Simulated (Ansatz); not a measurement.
input.yaml

```yaml
crystal:
  lattice:
    - [7.186047, -0.029671, -0.284998]
    - [-0.032594, 7.053207, -0.339426]
    - [-0.291419, -0.348737, 8.1241]
  atoms:
    - { symbol: Ag, position: [0.0736589315, 0.0414507713, 0.9390634665] }
    - { symbol: Ag, position: [0.9249682003, 0.3898185952, 0.083279774] }
    - { symbol: Ag, position: [0.5343046865, 0.4171156158, 0.0566869073] }
    - { symbol: Ag, position: [0.4243625221, 0.0924440037, 0.5631751045] }
    - { symbol: Ag, position: [0.2482165901, 0.761361285, 0.7209754134] }
    - { symbol: In, position: [0.0325079438, 0.9739743459, 0.4829114869] }
    - { symbol: In, position: [0.2545016111, 0.2213225128, 0.2500988678] }
    - { symbol: In, position: [0.6987975558, 0.2004554991, 0.3310641981] }
    - { symbol: In, position: [0.0073759406, 0.5153858532, 0.4615575799] }
    - { symbol: In, position: [0.2341113761, 0.3716351456, 0.7943686811] }
    - { symbol: In, position: [0.5103381666, 0.6003125361, 0.4909741652] }
    - { symbol: In, position: [0.720860809, 0.7664400892, 0.2113582446] }
    - { symbol: In, position: [0.791339016, 0.2281461504, 0.7304191406] }
    - { symbol: Sb, position: [0.5069291471, 0.0138713236, 0.9189190907] }
    - { symbol: Pb, position: [0.2205912242, 0.7126243778, 0.1349933976] }
    - { symbol: Pb, position: [0.829419042, 0.6931642621, 0.8254251732] }
basis:
  ecutwfc: 420
kpoints:
  mp_grid: { grid: [5, 4, 5] }
hamiltonian:
  xc: pbe
scf:
  occupations: { method: gaussian, width: 0.1 }
  n_extra_bands: 8
output:
  forces: true
  stress: true
  eigenvalues: true
  populations: true
  dos:
    method: { smearing: { sigma: 0.1, scheme: gaussian } }
    projected: true
    de: 0.02
  write_density: true
  write_potential: true
  elf: true
  volumetric_format: npy
```

Launched with
```bash
ansatz run input.yaml --threads 4 --pin off --max-ram 9216MiB --backend cpu --events-out ev --progress --plain --runs-dir out
```

The calculation used DFT PBE, scalar-relativistic, plane waves, PAW in Ansatz.

Part of what the program printed, abridged:

```
scf.n_extra_bands = 8 over 121 filled bands (N_el = 242.0): the run solves 129 bands
Pseudopotentials: kind: paw
Pseudopotential: Ag, paw, valence charge 19, recommended cutoff 420 eV (normal)
Pseudopotential: In, paw, valence charge 13, recommended cutoff 420 eV (normal)
Pseudopotential: Sb, paw, valence charge 15, recommended cutoff 420 eV (normal)
Pseudopotential: Pb, paw, valence charge 14, recommended cutoff 420 eV (normal)
Functional definition: PBE
Crystal: 16 atoms, lattice volume = 410.317 Å³
Basis set: ecut = 420 eV, 8021 PW (Γ), exchange–correlation on 100×96×120 points (8 copies of the dense FFT grid, shifted against one another)
Bands: 129, of which v1, the nominal top of the filled ones, is band 121 counted from 1 (120 counted from 0)
Symmetry: 1 space group operations
Space group: P1 (ITA 1), of the structure as read, at distance tolerance 7.4e-5 Å
k-points: 51 of 100 (time reversal used)
Initial density: superposition of atomic densities (neutral atoms: chi_scale 0, normalization atom), corrected by the library's trained network
Initial wavefunctions: pseudopotential atomic-orbital guess
Functional: x = pbe(κ = 0.804, μ = 0.21951497), c = pbe(β = 0.06672455)
SCF iter   1: F=—  HF=-113031.934899 eV  |F-HF|=—  |Δ(HF+E_count)|=         —  Δρ=1.32e-3  dr2=1.61e-2  ethr=1.77e-3  ⟨swp⟩=5.5  Hψ=25098  notcnv=0
SCF iter   2: F=—  HF=-113031.936951 eV  |F-HF|=—  |Δ(HF+E_count)|=   2.05e-3  Δρ=8.55e-4  dr2=7.45e-3  ethr=6.67e-6  ⟨swp⟩=2.9  Hψ=14600  notcnv=0
SCF iter   3: F=—  HF=-113031.936248 eV  |F-HF|=—  |Δ(HF+E_count)|=   7.03e-4  Δρ=2.44e-4  dr2=5.11e-4  ethr=3.08e-6  ⟨swp⟩=2.0  Hψ=8802  notcnv=0
SCF iter   4: F=—  HF=-113031.936153 eV  |F-HF|=—  |Δ(HF+E_count)|=   9.46e-5  Δρ=1.09e-4  dr2=6.81e-5  ethr=2.11e-7  ⟨swp⟩=2.8  Hψ=12040  notcnv=0
SCF iter   5: F=—  HF=-113031.936171 eV  |F-HF|=—  |Δ(HF+E_count)|=   1.77e-5  Δρ=5.19e-5  dr2=1.39e-5  ethr=2.81e-8  ⟨swp⟩=2.0  Hψ=12418  notcnv=0
SCF iter   6: F=—  HF=-113031.936170 eV  |F-HF|=—  |Δ(HF+E_count)|=   1.02e-6  Δρ=1.52e-5  dr2=1.68e-6  ethr=5.76e-9  ⟨swp⟩=2.0  Hψ=12413  notcnv=0
SCF iter   7: F=—  HF=-113031.936170 eV  |F-HF|=—  |Δ(HF+E_count)|=   1.13e-7  Δρ=5.72e-6  dr2=2.40e-7  ethr=6.93e-10  ⟨swp⟩=2.0  Hψ=8847  notcnv=0
SCF iter   8: F=-113031.936170 eV  HF=-113031.936170 eV  |F-HF|=2.76e-8  |Δ(HF+E_count)|=   2.57e-8  Δρ=3.13e-6  dr2=4.88e-8  ethr=4.13e-11  ⟨swp⟩=12.5  Hψ=53652  notcnv=0
SCF 1 converged in 8 iterations: F = -113031.936170 eV  dr2 = 4.88e-8
SCF converged after 8 iterations
Free energy (F): -113031.936170 eV
Harris-Foulkes:  -113031.936170 eV  (|F-HF|=2.76e-8)
Internal energy: -113031.901889 eV  (E = F + TS)
E sigma→0 (E₀):  -113031.919029 eV
Entropy (-TS):   -0.034282 eV (-2.143 meV/atom)
Fermi energy:    10.992642 eV
--- Per-component energies (eV) ---
  E_band       = -2135.218925
  E_kinetic    = 5348.422990
  E_local      = -28439.103261  (includes V_loc(G=0)·N_el)
  E_nonlocal   = 4389.944026
  E_hartree    = 12257.247535
  E_xc         = -3228.005435
  E_vxc        = -2329.959731  (∫ρ·V_xc dr)
  E_paw        = -78117.044160  (= ΣΔE_a)
  E_vpaw       = -5619.043564  (= ΣTr[D̂ρ^β])
  E_aug_tail   = 0.001859  (compensation charges beyond the density's cutoff)
  E_ewald      = -25243.365443
  E_smearing   = -0.034282  (= −TS)
--- Forces (eV/Å), atoms counted from 1 ---
  atom   1  Ag     0.00399034    -0.00579322     0.00428623
  atom   2  Ag    -0.00533272    -0.01976155     0.01812227
  atom   3  Ag    -0.05494400    -0.00025011     0.02513078
  atom   4  Ag     0.01797394    -0.01011952    -0.01456196
  atom   5  Ag    -0.00689343     0.00744722    -0.07619716
  atom   6  In     0.03561890    -0.08722718     0.05522417
  atom   7  In    -0.01150881    -0.00896276    -0.03722320
  atom   8  In     0.01600359    -0.00066125    -0.10524305
  atom   9  In    -0.01849071     0.09237593     0.00540209
  atom  10  In     0.01732252     0.01163145     0.04612918
  atom  11  In    -0.00485419    -0.00440284     0.05629087
  atom  12  In     0.00495132    -0.00235181     0.04206740
  atom  13  In    -0.01577766     0.04275602    -0.00018780
  atom  14  Sb     0.00412989    -0.05733152     0.07471632
  atom  15  Pb     0.06341154     0.01721466    -0.05524163
  atom  16  Pb    -0.04561475     0.02543026    -0.03875837
--- Stress (GPa, compression-positive) ---
        0.149438       0.017418       0.103531
        0.017418       0.594475       0.146932
        0.103531       0.146932      -0.491637
  P = ⅓ Tr σ = 0.0841 GPa (0.841 kbar)
--- Band table (eV; the first three rows and the last of 51) ---
  k-point 0: bands = ["-81.3944", "-81.2662", "-81.2591", "-81.2421", "-81.2354", "-44.8931", "-44.8631", "-44.8590", "-44.7862", "-44.7562", "-44.7498", "-44.7493", "-44.7426", "-44.7397", "-44.7348", "-44.7249", "-44.7164", "-44.7089", "-44.6742", "-44.6690", "-18.0915", "-18.0896", "-18.0809", "-18.0753", "-18.0713", "-5.9781", "-5.9580", "-5.9492", "-5.9410", "-5.9353", "-5.9322", "-5.9244", "-5.9085", "-5.9022", "-5.8727", "-3.7513", "-3.7212", "-3.7004", "-3.6937", "-3.6882", "-3.6734", "-3.6664", "-3.6378", "-3.6335", "-3.6283", "-3.6216", "-3.6100", "-3.5936", "-3.5927", "-3.5790", "-3.5637", "-3.5573", "-3.5470", "-3.5312", "-3.5268", "-3.5223", "-3.5171", "-3.5114", "-3.5078", "-3. ...
  k-point 1: bands = ["-81.3944", "-81.2662", "-81.2591", "-81.2421", "-81.2354", "-44.8931", "-44.8631", "-44.8590", "-44.7862", "-44.7562", "-44.7498", "-44.7493", "-44.7426", "-44.7397", "-44.7348", "-44.7249", "-44.7164", "-44.7089", "-44.6742", "-44.6690", "-18.0915", "-18.0896", "-18.0809", "-18.0753", "-18.0713", "-5.9776", "-5.9580", "-5.9491", "-5.9412", "-5.9351", "-5.9324", "-5.9244", "-5.9083", "-5.9022", "-5.8732", "-3.7511", "-3.7210", "-3.7008", "-3.6944", "-3.6881", "-3.6751", "-3.6643", "-3.6375", "-3.6340", "-3.6277", "-3.6211", "-3.6093", "-3.5937", "-3.5912", "-3.5792", "-3.5634", "-3.5579", "-3.5481", "-3.5338", "-3.5270", "-3.5227", "-3.5150", "-3.5109", "-3.5077", "-3. ...
  k-point 2: bands = ["-81.3944", "-81.2662", "-81.2591", "-81.2421", "-81.2354", "-44.8931", "-44.8631", "-44.8590", "-44.7862", "-44.7562", "-44.7498", "-44.7493", "-44.7426", "-44.7397", "-44.7348", "-44.7249", "-44.7164", "-44.7089", "-44.6742", "-44.6690", "-18.0915", "-18.0896", "-18.0808", "-18.0753", "-18.0713", "-5.9768", "-5.9582", "-5.9488", "-5.9416", "-5.9348", "-5.9327", "-5.9242", "-5.9081", "-5.9023", "-5.8739", "-3.7508", "-3.7206", "-3.7012", "-3.6955", "-3.6880", "-3.6773", "-3.6612", "-3.6371", "-3.6346", "-3.6269", "-3.6201", "-3.6085", "-3.5933", "-3.5899", "-3.5795", "-3.5638", "-3.5599", "-3.5495", "-3.5347", "-3.5290", "-3.5220", "-3.5127", "-3.5105", "-3.5078", "-3. ...
  k-point 50: bands = ["-81.3944", "-81.2662", "-81.2591", "-81.2421", "-81.2354", "-44.8931", "-44.8631", "-44.8590", "-44.7861", "-44.7562", "-44.7499", "-44.7494", "-44.7426", "-44.7397", "-44.7348", "-44.7249", "-44.7164", "-44.7089", "-44.6742", "-44.6690", "-18.0915", "-18.0896", "-18.0808", "-18.0753", "-18.0713", "-5.9764", "-5.9580", "-5.9490", "-5.9419", "-5.9350", "-5.9321", "-5.9239", "-5.9075", "-5.9020", "-5.8735", "-3.7359", "-3.7251", "-3.7022", "-3.6873", "-3.6743", "-3.6645", "-3.6568", "-3.6451", "-3.6369", "-3.6227", "-3.6106", "-3.6060", "-3.6026", "-3.5876", "-3.5749", "-3.5621", "-3.5556", "-3.5491", "-3.5464", "-3.5306", "-3.5266", "-3.5157", "-3.5079", "-3.5055", "-3 ...
--- Löwdin populations: 16 sites ---
  site symbol q [e]
     0     Ag     18.4928
     1     Ag     18.4567
     2     Ag     18.4631
     3     Ag     18.4300
     4     Ag     18.4632
     5     In     13.1875
     6     In     13.3451
     7     In     13.2371
     8     In     13.1412
     9     In     13.3883
    10     In     13.1283
    11     In     13.2134
    12     In     13.3016
    13     Sb     15.0538
    14     Pb     14.0309
    15     Pb     14.0498
  spilling = 0.002549 (of n_electrons = 242.000000)
```

The calculation finished and met its thresholds.

The run took 2.6 min on 4 threads of Intel(R) Xeon(R) Platinum 8488C (Sapphire Rapids) (shared host), peak memory 2.7 GiB.

Spin-orbit coupling is left out, which matters for the bands of heavy elements.